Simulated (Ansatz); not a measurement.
Relaxed-ion elastic tensor of CsSnI$_{3}$ in space group P4/mbm (No. 127; Cs on 2d, Sn on 2b, I on 4h, I on 2a) in GPa (Voigt order), DFT-LDA in the program Ansatz with PAW potentials; density 4.89 g/cm³, 42.93 Å³ per atom.

```
26.7  18.9  13.2   0.0   0.0   0.0
18.9  26.7  13.2   0.0   0.0   0.0
13.2  13.2  50.1   0.0   0.0   0.0
 0.0   0.0   0.0   5.2   0.0   0.0
 0.0   0.0   0.0   0.0   5.2   0.0
 0.0   0.0   0.0   0.0   0.0  15.6
```

Question: Is the crystal mechanically stable?

Answer: Yes: the smallest eigenvalue of C is 5.2 GPa.

Question: Work out the Voigt, Reuss and Hill averages.

Answer: K_V = 21.5, K_R = 20.8, K_H = 21.2; G_V = 9.1, G_R = 6.5, G_H = 7.8 GPa.

Question: Give Young's modulus, Poisson's ratio, Pugh's ratio and the universal anisotropy index.

Answer: E = 9KG/(3K + G) = 20.8 GPa; ν = 0.34; K/G = 2.72 (ductile by the Pugh limit of 1.75); A_U = 5G_V/G_R + K_V/K_R − 6 = 2.06.

Question: Estimate the sound speeds and the Debye temperature.

Answer: v_l = √((K + 4G/3)/ρ) = 2540 m/s, v_t = √(G/ρ) = 1260 m/s, mean 1410 m/s; Θ = (h/k)(3n/4πV)^(1/3) v_m = 120 K.

Question: How much does each axis shrink under pressure?

Answer: Linear compressibilities β_i = Σ_j S_ij (j = 1 to 3): x 19, y 19, z 9.9 per TPa.

The first step of the workflow began from a Materials Project structure, measured or hypothetical; the Crystallography Open Database files this formula in space group No. 127, but the cells were not matched. It is not the phase usual at ambient conditions (space group No. 62). Symmetry was held in the LDA relaxation; of distortions, only those at the zone centre were tested, and some modes there are weakly imaginary. Spin–orbit coupling is left out wherever it is not named.

Potentials: the later of the program's two PAW sets.
